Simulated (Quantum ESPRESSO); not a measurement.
# Where does O sit best among S sites?

Calculated results; nothing here was measured. They come from pw.x of Quantum ESPRESSO 7.5, a plane-wave density functional program, with PseudoDojo standard norm-conserving files (v0.5 for PBE, v0.4.1 for LDA and PBEsol). The cells are made up: elements, strain and atom displacements were drawn at random, and nothing was relaxed. There is no spin polarisation, spin-orbit coupling or dispersion term.

The cell has 8 sites of a wurtzite lattice (rectangular cell). Sites 1 to 4 hold Mg Mg Mg Mg; sites 5 to 8 hold X X X X. Cell vectors in Å: (4.140, 0.000, 0.000); (0.000, 7.171, 0.000); (0.000, 0.000, 6.761). Settings: PBE, cutoff 1143 eV, 4 x 4 x 4 k mesh shifted by half a step, Fermi-Dirac smearing of 0.025 eV.

In each run one of the sites marked X holds O and the others hold S; cell and positions stay the same. E is the free energy of the cell.

```
site of the guest,first shell,mean distance (Å),E above the lowest (eV),P (GPa),force on the guest (eV/Å)
5,Mg4,2.516,0.045,-7.71,0.099
6,Mg4,2.564,0.297,-7.25,0.114
7,Mg4,2.550,0.210,-7.41,0.219
8,Mg4,2.517,0.000,-7.78,0.122
```

A rerun of one of these cells at 1437 eV and k mesh 6 x 6 x 6 moved values by no more than 0.005 eV in the cell's energy, 0.06 GPa in stress and 0.011 eV/Å in force.

## Reading the table

Site 8 is lowest, by 0.045 eV, over three times the rerun's bound. A straight line of energy against the mean distance has a slope of 5.7 ± 0.7 eV/Å, so the guest costs less on the tighter sites. The positions are random and not relaxed, so the differences hold for this frozen cell and are not site preferences of a real crystal.